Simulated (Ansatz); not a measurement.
An Ansatz input:

```yaml
crystal:
  lattice:
    - [0.0, 2.9204853598, 2.9204853598]
    - [2.9204853598, 0.0, 2.9204853598]
    - [2.9204853598, 2.9204853598, 0.0]
  atoms:
    - { symbol: Pt, position: [0.125, 0.125, 0.125] }
    - { symbol: Pt, position: [0.875, 0.875, 0.875] }
hamiltonian:
  xc: pbesol
  pseudopotentials:
    kind: paw
    azcp:
      Pt: "pseudopotentials/Pt.paw.azcp"
basis:
  ecutwfc: 420
  fft_grid_basis: typed
kpoints:
  mp_grid: { grid: [11, 11, 11], shift: [0, 0, 0] }
magnetization:
  spin_polarized: false
scf:
  occupations: { method: fermi_dirac, width: 0.1 }
  lower_state_search: "off"
output:
  stress: true
  write_density: true
  write_potential: true
  elf: true
  volumetric_format: npy
```

and its output:

```
Warning: the record states the generating functional pbe (its physics header spells it `PBE`), which answers neither for hamiltonian.xc's functional nor for the pbesol family's — results may be inconsistent (PPs are generated against a specific XC)
Engine: ansatz 0.2.0, aarch64-unknown-linux-gnu
Pseudopotentials: kind: paw
Pseudopotential: Pt, paw, valence charge 18, recommended cutoff 420 eV (normal) 
Functional definition: PBEsol
  exchange = pbesol_x
  correlation = pbesol_c
Crystal: 2 atoms, lattice volume = 49.819 Å³
Basis set: ecut = 420 eV, 941 PW (Γ)
Bands: 22, of which v1, the nominal top of the filled ones, is band 18 counted from 1 (17 counted from 0)
Symmetry: 48 space group operations
Space group: Fd-3m (ITA 227), of the structure as read, at distance tolerance 3.7e-5 Å
k-points: 56 of 1331
Non-local potential: Pt, projectors of the file, l = 0: 3, l = 1: 2, l = 2: 2, l = 3: 1
PAW form: soft (Blöchl's): semilocal exchange-correlation on the pseudo side does not see the compensation charge
PAW frozen core: Pt, regenerated for the run's functional, and the local potential with it (the file was generated under x = pbe(κ = 0.804, μ = 0.2195149727645171), c = pbe(β = 0.06672455060314922))
PAW one-centre angular grid: Pt, 590 points (default); XC on 64 Gauss nodes
Initial density: superposition of atomic densities (neutral atoms: chi_scale 0, normalization atom), corrected by the library's trained network
Initial wavefunctions: pseudopotential atomic-orbital guess
Functional: x = pbesol(κ = 0.804, μ = 0.12345679012345678), c = pbesol(β = 0.046)
SCF iter   1: F=—  HF=-24765.051686 eV  |F-HF|=—  |Δ(HF+E_count)|=         —  Δρ=8.24e-3  dr2=2.84e-2  ethr=1.77e-3  ⟨swp⟩=5.4  Hψ=5106  notcnv=0
SCF iter   2: F=—  HF=-24765.047707 eV  |F-HF|=—  |Δ(HF+E_count)|=   3.98e-3  Δρ=3.93e-3  dr2=6.12e-3  ethr=7.88e-5  ⟨swp⟩=2.0  Hψ=2460  notcnv=0
SCF iter   3: F=—  HF=-24765.046398 eV  |F-HF|=—  |Δ(HF+E_count)|=   1.31e-3  Δρ=7.33e-4  dr2=3.30e-4  ethr=1.70e-5  ⟨swp⟩=2.1  Hψ=2015  notcnv=0
SCF iter   4: F=—  HF=-24765.046314 eV  |F-HF|=—  |Δ(HF+E_count)|=   8.38e-5  Δρ=1.20e-4  dr2=1.32e-5  ethr=9.17e-7  ⟨swp⟩=2.4  Hψ=2026  notcnv=0
SCF iter   5: F=—  HF=-24765.046321 eV  |F-HF|=—  |Δ(HF+E_count)|=   7.09e-6  Δρ=1.60e-5  dr2=1.44e-7  ethr=3.67e-8  ⟨swp⟩=2.0  Hψ=1731  notcnv=0
SCF iter   6: F=-24765.046321 eV  HF=-24765.046321 eV  |F-HF|=7.02e-10  |Δ(HF+E_count)|=   3.59e-8  Δρ=1.24e-6  dr2=3.82e-10  ethr=2.78e-10  ⟨swp⟩=7.6  Hψ=7487  notcnv=0
SCF 1 converged in 6 iterations: F = -24765.046321 eV  dr2 = 3.82e-10
SCF converged after 6 iterations
Free energy (F): -24765.046321 eV
Harris-Foulkes:  -24765.046321 eV  (|F-HF|=7.02e-10)
Internal energy: -24764.884433 eV  (E = F + TS)
E sigma→0 (E₀):  -24764.965377 eV
Entropy (-TS):   -0.161888 eV (-80.944 meV/atom)
Fermi energy:    11.783454 eV
--- Per-component energies (eV) ---
  E_band       = -659.233595
  E_kinetic    = 1269.748463
  E_local      = -4827.382627  (includes V_loc(G=0)·N_el)
  E_nonlocal   = 407.429776
  E_hartree    = 1836.729691
  E_xc         = -515.715072
  E_vxc        = -598.136438  (∫ρ·V_xc dr)
  E_paw        = -18633.555068  (= ΣΔE_a)
  E_vpaw       = -584.352418  (= ΣTr[D̂ρ^β])
  E_aug_tail   = 0.000391  (compensation charges beyond the density's cutoff)
  E_ewald      = -4302.713951
  E_core_change = 0.573962  (= ΣΔE_core)
  E_smearing   = -0.161888  (= −TS)
  E_closure    = -0.000000  (closes the sum)
  Σ components = -24765.046321   (vs F -24765.046321, Δ=0.00e0)
--- Stress (GPa, compression-positive) ---
       -8.415134       0.000000      -0.000000
       -0.000000      -8.415134      -0.000000
       -0.000000       0.000000      -8.415134
  P = ⅓ Tr σ = -8.4151 GPa (-84.151 kbar)
--- Band table (eV; the first three rows and the last of 56) ---
  k-point 0: bands = ["-86.5669", "-86.4873", "-40.8665", "-40.8665", "-40.8665", "-40.5245", "-40.5245", "-40.5245", "5.0029", "7.5733", "7.5733", "7.6820", "7.6820", "7.6820", "10.0400", "10.0400", "10.0400", "11.6940", "11.6940", "21.9240", "22.1174", "23.0013"]
  k-point 1: bands = ["-86.5657", "-86.4885", "-40.8691", "-40.8691", "-40.8649", "-40.5264", "-40.5218", "-40.5218", "5.1206", "7.4524", "7.4524", "7.6709", "7.8416", "7.8416", "9.9811", "10.0263", "10.0263", "11.6921", "11.6921", "20.5334", "21.8893", "22.3148"]
  k-point 2: bands = ["-86.5622", "-86.4919", "-40.8761", "-40.8761", "-40.8605", "-40.5315", "-40.5148", "-40.5148", "5.4541", "7.3612", "7.3612", "7.6429", "8.0190", "8.0190", "9.8518", "10.0210", "10.0210", "11.6758", "11.6758", "18.2389", "21.3653", "21.3653"]
  k-point 55: bands = ["-86.5308", "-86.5234", "-40.9315", "-40.9247", "-40.7197", "-40.6747", "-40.4660", "-40.4595", "6.9867", "7.0698", "7.5605", "7.6239", "8.6718", "9.0991", "9.1255", "9.3535", "11.9030", "11.9801", "12.6108", "12.9556", "14.4672", "15.4846"]
```
